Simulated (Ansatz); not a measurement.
Calculated with Ansatz: TiTe3, settings compared

input.yaml:

```yaml
crystal:
  lattice:
    - [6.567363, 0.0, 0.0]
    - [-3.283681, 5.687506, 0.0]
    - [0.0, 0.0, 5.986732]
  atoms:
    - { symbol: Te, position: [0.31705, 0.0, 0.25] }
    - { symbol: Te, position: [0.31705, 0.31705, 0.75] }
    - { symbol: Te, position: [0.0, 0.31705, 0.25] }
    - { symbol: Te, position: [0.68295, 0.0, 0.75] }
    - { symbol: Te, position: [0.68295, 0.68295, 0.25] }
    - { symbol: Te, position: [0.0, 0.68295, 0.75] }
    - { symbol: Ti, position: [0.0, 0.0, 0.0] }
    - { symbol: Ti, position: [0.0, 0.0, 0.5] }
  symmetry: { tolerance: 0.0003 }
kpoints:
  mp_grid: { grid: [3, 3, 3], shift: [0, 0, 0] }
magnetization:
  spin_polarized: false
scf:
  occupations: { method: fermi_dirac }
hamiltonian:
  pseudopotentials: { kind: paw }
  xc: r2scan
basis:
  ecutwfc: 500
output:
  forces: true
  stress: true
  eigenvalues: true
  write_density: true
  write_potential: true
  elf: true
  volumetric_format: npy
```

The command:

```bash
ansatz run input.yaml --threads 1 --pin off --max-ram 2560MiB --backend cpu --events-out ev --progress --plain --runs-dir out
```

Origin of the cell: a known structure type with other elements, at an estimated volume, so it need not be a known compound.

The smearing width isn't typed, so it takes its default of 0.1 eV.

Output of this run (shortened):

```
Warning: crystal.lattice misses the space group found at crystal.symmetry.tolerance 3.0e-4 in a digit that the deck types, which is why this is a warning: making the lattice exact moves one o […]
Pseudopotentials: kind: paw
Pseudopotential: Te, paw, valence charge 16, recommended cutoff 500 eV (meta_gga), Te.paw.azcp
Pseudopotential: Ti, paw, valence charge 12, recommended cutoff 500 eV (meta_gga), Ti.paw.azcp
Functional definition: r2SCAN
  exchange = r2scan_x(k0 = k0, k1 = k1, a1 = a1)
  correlation = r2scan_c
Crystal: 8 atoms, lattice volume = 223.616 Å³
Basis set: ecut = 500 eV, 5691 PW (Γ), exchange–correlation on 192×192×180 points (64 copies of the dense FFT grid, shifted against one another)
Bands: 72, of which v1, the nominal top of the filled ones, is band 60 counted from 1 (59 counted from 0)
Symmetry: 24 space group operations
[… 8 lines left out …]
Initial density: superposition of atomic densities (neutral atoms: chi_scale 0, normalization atom), corrected by the library's trained network
Functional: x = r2scan, c = r2scan; τ floored in thin density (d = 2e-4 eV/Å³)
SCF iter   1: F=—  HF=-46979.894496 eV  Δρ=1.08e-2  dr2=5.93e-1  dr2_τ=4.14e-2
SCF iter   2: F=—  HF=-46980.025249 eV  Δρ=8.07e-3  dr2=2.71e-1  dr2_τ=2.16e-2  defer=3
SCF iter   3: F=—  HF=-46980.003625 eV  Δρ=1.40e-3  dr2=8.84e-3  dr2_τ=2.44e-4  defer=3
SCF iter   4: F=—  HF=-46980.004356 eV  Δρ=3.42e-4  dr2=5.45e-4  dr2_τ=8.45e-6  defer=3
SCF iter   5: F=—  HF=-46980.004420 eV  Δρ=7.06e-5  dr2=1.48e-5  dr2_τ=5.41e-7  defer=3
SCF iter   6: F=—  HF=-46980.004469 eV  Δρ=3.57e-5  dr2=3.49e-6  dr2_τ=1.49e-7  defer=3
SCF iter   7: F=—  HF=-46980.004469 eV  Δρ=7.96e-6  dr2=1.33e-7  dr2_τ=1.04e-8  defer=3
SCF iter   8: F=-46980.004469 eV  HF=-46980.004469 eV  Δρ=1.82e-6  dr2=1.08e-8  dr2_τ=2.83e-10
SCF 1 converged in 8 iterations: F = -46980.004469 eV  dr2 = 1.08e-8
SCF converged after 8 iterations
Free energy (F): -46980.004469 eV
Harris-Foulkes:  -46980.004469 eV  (|F-HF|=1.03e-9)
Internal energy: -46979.839761 eV  (E = F + TS)
E sigma→0 (E₀):  -46979.922115 eV
Entropy (-TS):   -0.164708 eV (-20.588 meV/atom)
Fermi energy:    9.650962 eV
--- Per-component energies (eV) ---
  E_band       = -1956.933218
  E_kinetic    = 1645.864322
  E_local      = -10416.680874  (includes V_loc(G=0)·N_el)
  E_nonlocal   = -1845.571308
  E_hartree    = 6128.511107
  E_xc         = -883.254777
  E_vxc        = -944.744779  (∫ρ·V_xc dr)
  E_paw        = -30234.628591  (= ΣΔE_a)
  E_vpaw       = -2712.472802  (= ΣTr[D̂ρ^β])
  E_aug_tail   = -0.000032  (compensation charges beyond the density's cutoff)
  E_vtau       = 59.638748  (kinetic-family band-sum trace: ∫τ·v_τ [+ j·A + Jᵃ·Aᵃ] dr)
  E_ewald      = -11375.281827
  E_core_change = 1.202218  (= ΣΔE_core)
  E_smearing   = -0.164708  (= −TS)
  Σ components = -46980.004469   (vs F -46980.004469, Δ=0.00e0)
--- Forces (eV/Å), atoms counted from 1 ---
  atom   1  Te     2.455172    -0.000000     0.000000
[… 2 lines left out …]
  atom   4  Te    -2.455172     0.000000     0.000000
  atom   5  Te    -1.227586    -2.126242     0.000000
  atom   6  Te     1.227586    -2.126242     0.000000
  atom   7  Ti     0.000000    -0.000000     0.000000
  atom   8  Ti    -0.000000    -0.000000    -0.000000
  max |Σ_I F_I| component: 1.33e-15 eV/Å
--- Stress (GPa, compression-positive) ---
       11.255741      -0.000000       0.000000
        0.000000      11.255741       0.000000
        0.000000       0.000000       8.671136
  P = ⅓ Tr σ = 10.3942 GPa (103.942 kbar)
```

The same input was run again with these changes:

1. `hamiltonian.pseudopotentials` { kind: paw } → { kind: paw, source: jth }; typed moments: none
2. `basis.ecutwfc` 500 → "500 eV"; `scf.convergence.dr2_threshold` default → 1.0e-05
3. `scf.occupations.method` fermi_dirac → tetrahedron_uncorrected; `basis.ecutwfc` 500 → "250 eV"
4. `magnetization` { spin_polarized: false } → { spin_polarized: true } (starts: small); typed moments: Te1 0.2, Te2 0.2, Te3 0.2, Te4 0.2, Te5 0.2, Te6 0.2, Ti7 0.2, Ti8 0.2

| run | end | SCF iterations | P (GPa) | max force component (eV/Å) | moment (μB) | ΔE(σ→0) (meV/atom) |
| --- | --- | --- | --- | --- | --- | --- |
| base | converged | 8 | 10.39 | 2.455 | – | 0 |
| 1 | converged | 9 | 10.91 | 2.551 | – | – |
| 2 | converged | 6 | 10.39 | 2.454 | – | 0.00 |
| 3 | converged | 10 | 9.84 | 2.392 | – | 943.56 |
| 4 | converged | 20 | 10.39 | 2.455 | 0.00 | 0.00 |

Energies are compared only where functional, datasets, charge and starting cell are the same.

Not properties of the system: run 3 (too coarse or loose: `basis.ecutwfc` = "250 eV").

Caveats of the base run: no moments, though an odd count or open d shells may carry them; no spin-orbit coupling, though heavy elements are present; the k mesh is coarse if the cell is a metal.

Run 1: the cutoff lies below the datasets' advice.
Run 2: the SCF threshold is loose for forces.
Run 3: the cutoff lies below the datasets' advice.
Run 4: a starting moment was lost.

Time of the base run: 14 s on 1 thread of Intel(R) Xeon(R) 6975P-C (Granite Rapids) (shared host), peak memory 0.97 GiB, from the program's own first density.
